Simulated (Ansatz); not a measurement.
Cu Kα1 powder pattern (kinematic, no thermal factors).
```csv
2θ (°),relative intensity
28.91,100
30.20,56
35.87,2
41.34,47
42.29,71
46.71,1
52.04,47
59.90,15
62.79,7
67.85,17
68.54,20
70.57,16
76.04,25
77.99,14
89.82,5
```

The pattern is computed from a structure relaxed with DFT PBE, scalar-relativistic, plane waves, PAW (Ansatz). No spin polarisation. Its elements are F, Zr.

**Question.** Give the structure.

**Answer.** Zr₄F.
Space group I4/mmm (No. 139). a = 6.172 Å, b = 6.172 Å, c = 5.915 Å, α = 90.00°, β = 90.00°, γ = 90.00°
```csv
atom,site,symmetry,x,y,z
Zr,8h,m.2m,0.2456,0.2456,0.0000
F,2b,4/mmm,0.0000,0.0000,0.5000
```

A pattern alone doesn't exclude other cells with like lines; this is the one computed.

The structure comes from a generated guess; another structure or a mixture of phases may lie lower.
